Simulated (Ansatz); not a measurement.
Si3N4 — ¹⁴N nuclear quadrupole resonance

Cell: a COD entry whose atoms were relaxed with PBE, the cell held.

```cif
data_Si3N4
_symmetry_space_group_name_H-M 'P6_3/m'
_symmetry_Int_Tables_number 176
_cell_length_a 7.6272
_cell_length_b 7.6272
_cell_length_c 2.9182
_cell_angle_alpha 90.000
_cell_angle_beta 90.000
_cell_angle_gamma 120.000
loop_
_atom_site_label
_atom_site_type_symbol
_atom_site_symmetry_multiplicity
_atom_site_Wyckoff_symbol
_atom_site_fract_x
_atom_site_fract_y
_atom_site_fract_z
Si Si 6 h 0.1743 0.7682 0.2500
N7 N 2 c 0.3333 0.6667 0.2500
N9 N 6 h 0.3297 0.0302 0.2500
```

One atom of each set is listed.

The numbers come from a DFT calculation in Ansatz (r2SCAN, plane waves and PAW (field gradients read without the response of the frozen cores, which leaves them typically 4 to 6 % off), scalar-relativistic, 500 eV cutoff, Γ-centred 4×4×9 k-points, Fermi–Dirac smearing 0.02 eV).

¹⁴N: I = 1, Q = 20.44 mb (year-2017 value). Static lattice, zero field.

(1) At which frequencies do the ¹⁴N NQR lines lie?

Results:

(1) For I = 1 the lines are ν± = (3/4)|C_Q|(1 ± η/3) and ν₀ = |C_Q|η/2.

```tsv
site	atoms	V_zz (10²¹ V/m²)	C_Q (MHz)	η	line frequencies (MHz)
N7	2	-5.28	-2.61	0.00	1.96
N9	6	-5.26	-2.60	0.08	0.102, 1.90, 2.00
```

An axis of threefold or higher order runs through N7, so V_zz lies along it and η is zero. At N9 V_zz stands upright on the plane through its three neighbours (within 3°).

Hardware: 1 thread of Intel Xeon 6975P-C (Granite Rapids) (x86_64; 8 cores open to the job, memory cap 3.0 GiB, no GPU), a shared host with a load of 0.6 a core. Wall time 14 s, CPU time 14 s, peak memory 0.84 GiB.
